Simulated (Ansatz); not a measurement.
NbSi2:
```cif
data_Nb3Si6
_chemical_formula_sum 'Si6 Nb3'
_space_group_name_H-M_alt 'P6422'
_space_group_IT_number 181
_space_group_name_Hall 'P 64 2 (0 0 2)'
_cell_length_a 4.76917
_cell_length_b 4.76917
_cell_length_c 6.57152
_cell_angle_alpha 90.000
_cell_angle_beta 90.000
_cell_angle_gamma 120.000
loop_
_atom_site_label
_atom_site_type_symbol
_atom_site_symmetry_multiplicity
_atom_site_Wyckoff_symbol
_atom_site_fract_x
_atom_site_fract_y
_atom_site_fract_z
_atom_site_occupancy
Si1 Si 6 i 0.15949 0.31898 0.00000 1
Nb1 Nb 3 c 0.50000 0.00000 0.00000 1
```

Relaxed with PBEsol.

Question: Which orbitals make up the states near the Fermi level in PBEsol (plane waves, PAW; program Ansatz)?

Answer: Within 0.5 eV of the Fermi level: Nb 4d 72 %, Si 3p 20 %. Projections are on Löwdin-orthogonalised atomic valence shells; empty p or d shells of many metals are not among them.

Question: Tabulate the density of states.

Answer: States/eV per cell of 9 atoms, in 0.25 eV bins, energy from the Fermi level.

| E (eV) | total | Nb 4d | Si 3p | Si 3s |
|---|---|---|---|---|
| -7.85 | 1.72 | 0.39 | 0.50 | 0.75 |
| -7.60 | 2.15 | 0.47 | 0.62 | 0.94 |
| -7.35 | 3.00 | 0.68 | 0.83 | 1.32 |
| -7.10 | 1.44 | 0.33 | 0.40 | 0.63 |
| -6.85 | 2.65 | 0.56 | 0.77 | 1.14 |
| -6.60 | 2.86 | 0.64 | 0.83 | 1.19 |
| -6.35 | 2.09 | 0.49 | 0.60 | 0.87 |
| -6.10 | 1.14 | 0.29 | 0.39 | 0.40 |
| -5.85 | 1.36 | 0.33 | 0.67 | 0.26 |
| -5.60 | 1.81 | 0.42 | 1.05 | 0.19 |
| -5.35 | 5.07 | 1.24 | 3.07 | 0.45 |
| -5.10 | 2.89 | 0.73 | 1.69 | 0.29 |
| -4.85 | 4.31 | 1.06 | 2.59 | 0.40 |
| -4.60 | 2.32 | 0.60 | 1.25 | 0.30 |
| -4.35 | 3.60 | 1.01 | 2.02 | 0.32 |
| -4.10 | 3.65 | 1.08 | 1.98 | 0.34 |
| -3.85 | 3.51 | 1.12 | 1.79 | 0.34 |
| -3.60 | 3.33 | 1.13 | 1.61 | 0.36 |
| -3.35 | 3.96 | 1.40 | 1.90 | 0.43 |
| -3.10 | 4.07 | 1.49 | 1.91 | 0.46 |
| -2.85 | 4.87 | 2.01 | 2.19 | 0.42 |
| -2.60 | 7.65 | 3.47 | 3.39 | 0.46 |
| -2.35 | 8.29 | 4.01 | 3.59 | 0.35 |
| -2.10 | 12.21 | 6.34 | 5.14 | 0.31 |
| -1.85 | 11.30 | 5.85 | 4.77 | 0.27 |
| -1.60 | 6.63 | 3.39 | 2.73 | 0.25 |
| -1.35 | 5.21 | 2.95 | 1.80 | 0.23 |
| -1.10 | 3.96 | 2.45 | 1.19 | 0.16 |
| -0.85 | 2.31 | 1.56 | 0.58 | 0.09 |
| -0.60 | 1.95 | 1.35 | 0.46 | 0.07 |
| -0.35 | 1.80 | 1.29 | 0.37 | 0.07 |
| -0.10 | 3.46 | 2.45 | 0.78 | 0.09 |
| 0.15 | 3.60 | 2.62 | 0.70 | 0.11 |
| 0.40 | 2.05 | 1.53 | 0.34 | 0.07 |
| 0.65 | 2.22 | 1.67 | 0.32 | 0.09 |
| 0.90 | 2.42 | 1.81 | 0.31 | 0.15 |
| 1.15 | 1.26 | 0.89 | 0.19 | 0.11 |
| 1.40 | 2.99 | 1.22 | 1.00 | 0.59 |
| 1.65 | 3.37 | 1.65 | 0.94 | 0.56 |
| 1.90 | 5.60 | 2.75 | 1.74 | 0.75 |
| 2.15 | 7.10 | 3.84 | 1.95 | 0.81 |
| 2.40 | 4.80 | 2.43 | 1.39 | 0.50 |
| 2.65 | 7.45 | 3.53 | 2.01 | 1.05 |
| 2.90 | 5.82 | 2.71 | 1.55 | 0.76 |
| 3.15 | 5.83 | 2.49 | 1.54 | 0.75 |
| 3.40 | 7.67 | 3.49 | 1.75 | 1.14 |
| 3.65 | 7.58 | 3.09 | 2.14 | 0.95 |
| 3.90 | 7.85 | 2.97 | 2.20 | 1.14 |
| 4.15 | 6.45 | 2.22 | 1.99 | 0.90 |
| 4.40 | 5.90 | 1.95 | 1.99 | 0.74 |
| 4.65 | 5.83 | 1.74 | 2.13 | 0.72 |
| 4.90 | 4.71 | 1.33 | 1.72 | 0.62 |

Space group P6_422. The workflow started from an entry of the Crystallography Open Database (COD), which files this formula under 2 space groups. Whether it is the stable phase at ambient conditions was not checked. The cell was relaxed with PBEsol under the symmetry of its start; whether a distortion lowers the energy is not shown. The run is not spin-polarised. Scalar-relativistic: spin–orbit coupling is off unless named, which matters more the heavier the elements.

Potentials: the later of the program's two PAW sets.
